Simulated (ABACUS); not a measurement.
A self-consistent single point of SnGeSe2 (Pmc2_1, 8 atoms in the cell; from Materials Project mp-1218835, changed as shown) with ABACUS.

All values come from this method and carry its errors: PBEsol, numerical atomic orbitals DZP (confined pseudo-atomic orbitals with Gaussian additions; energy shift 0.01 Ry), PseudoDojo 0.4 standard norm-conserving PBEsol (tails mended) pseudopotentials in ABACUS.

The change in words: lattice vector b scaled by 1.02. Reference geometry (Pmc2_1):
```
SnGeSe2
1.0
    3.95963     0.00000     0.00000
    0.00000     4.67704     0.00000
    0.00000     0.00000    11.37082
Sn Ge Se
2 2 4
Direct
  0.50000   0.36605   0.38335
  0.50000   0.63395   0.88335
  0.00000   0.12293   0.62746
  0.00000   0.87707   0.12746
  0.00000   0.23593   0.84558
  0.00000   0.76407   0.34558
  0.50000   0.23363   0.14361
  0.50000   0.76637   0.64361
```

Reference input (self-consistent single point, DFT, PBEsol, numerical atomic orbitals DZP (confined pseudo-atomic orbitals with Gaussian additions; energy shift 0.01 Ry), PseudoDojo 0.4 standard norm-conserving PBEsol (tails mended) pseudopotentials): basis = DZP numerical atomic orbitals, energy shift 0.01 Ry; KPT = Gamma 4 4 2 0 0 0; basis_type = lcao; ecutwfc = 100 Ry; smearing_method = fd; smearing_sigma = 0.000734986 Ry; potentials = PseudoDojo 0.4 standard norm-conserving PBEsol (tails mended); symmetry = 1; symmetry_prec = 1e-05; ks_solver = scalapack_gvx; scf_nmax = 100; scf_thr = 1.0e-06. This run's input differs from it in these lines:

```diff
@@ -36,3 +36,3 @@
    3.9596300000    0.0000000000    0.0000000000
-   0.0000000000    4.6770400000    0.0000000000
+   0.0000000000    4.7705810000    0.0000000000
    0.0000000000    0.0000000000   11.3708200000
@@ -45,4 +45,4 @@
 2
-   1.9798150000    1.7120304920    4.3590038470
-   1.9798150000    2.9650095080   10.0444138470
+   1.9798150000    1.7462711750    4.3590038470
+   1.9798150000    3.0243098250   10.0444138470
 
@@ -51,4 +51,4 @@
 2
-   0.0000000000    0.5749485272    7.1347347172
-   0.0000000000    4.1020914728    1.4493247172
+   0.0000000000    0.5864475223    7.1347347172
+   0.0000000000    4.1841334777    1.4493247172
 
@@ -57,6 +57,6 @@
 4
-   0.0000000000    1.1034540472    9.6149379756
-   0.0000000000    3.5735859528    3.9295279756
-   1.9798150000    1.0926968552    1.6329634602
-   1.9798150000    3.5843431448    7.3183734602
+   0.0000000000    1.1255231753    9.6149379756
+   0.0000000000    3.6450578247    3.9295279756
+   1.9798150000    1.1145508390    1.6329634602
+   1.9798150000    3.6560301610    7.3183734602
 # file: KPT
```

Output, abridged:

```
 SELF-CONSISTENT
 -------------------------------------------

                  longest orb rcut (Bohr) = 7.4
   longest nonlocal projector rcut (Bohr) = 2.66
                     search radius (Bohr) = 20.1

                          real space grid = [ 48, 60, 144 ]
                                 init_chg = atomic

 LCAO ALGORITHM --------------- ION=   1  ELEC=   1--------------------------------

 Density error is 0.0309111122692
 E_KohnSham     -1640.3509465099     -22318.1195922274
 E_Fermi        0.6063782099         8.2501987972

 LCAO ALGORITHM --------------- ION=   1  ELEC=   2--------------------------------

   [... lines left out ...]

   [... 6 blocks of this kind left out ...]

 LCAO ALGORITHM --------------- ION=   1  ELEC=   9--------------------------------

 Density error is 1.7668234834e-06
 E_KohnSham     -1640.3612404298     -22318.2596481932
 E_Fermi        0.6164599598         8.3873680415

 LCAO ALGORITHM --------------- ION=   1  ELEC=  10--------------------------------

 Density error is 3.17086532138e-07
 E_KohnSham     -1640.3612404298     -22318.2596481937
 E_KS(sigma->0) -1640.3612404298     -22318.2596481937
 E_entropy(-TS) -0.0000000000        -0.0000000000
 E_Fermi        0.6164602898         8.3873725318
 charge density convergence is achieved
 final etot is -22318.259648 eV
 EFERMI = 8.3873725318 eV

 STATE ENERGY(eV) AND OCCUPATIONS    NSPIN == 1
   [... 70 lines left out ...]

 TOTAL-FORCE (eV/Angstrom)
                       Sn1         0.0000000000        -0.0416626728         0.0942599127
                       Sn2         0.0000000000         0.0416626728         0.0942599127
                       Ge1         0.0000000000         0.0324688265        -0.2062594627
                       Ge2         0.0000000000        -0.0324688265        -0.2062594627
                       Se1         0.0000000000        -0.0610176700         0.2044404788
                       Se2         0.0000000000         0.0610176700         0.2044404788
                       Se3         0.0000000000         0.0563778846        -0.0924409288
   [... lines left out ...]

 TOTAL-STRESS (KBAR)
       -21.9013667886         0.0000000000         0.0000000000
         0.0000000000       -37.2657961234         0.0000000000
         0.0000000000         0.0000000000       -20.2989365350
 TOTAL-PRESSURE: -26.488700 KBAR

 --------------------------------------------
 !FINAL_ETOT_IS -22318.2596481936634518 eV
 --------------------------------------------
```

The run converged in 10 iterations. Against the reference run the free energy rises by 10.1 meV/atom, the pressure goes from -1.70 to -2.65 GPa, the largest force goes from 0.332 to 0.213 eV/Å and the gap on the mesh goes from 0.836 to 0.755 eV.

The atom-centred basis is finite, which shifts total energies, pressures, gaps and forces against plane waves. The structure comes from a collection of computed structures, made at another level of theory; the collection holds predicted forms beside known ones.

Cost on one core: roughly 90 core-seconds.

The atomic orbitals were generated for these runs; they are not ABACUS's published sets and were checked against plane waves on a few crystals only.

“Tails mended”: in these copies of the files the far tail of each local potential was reset to the Coulomb form.
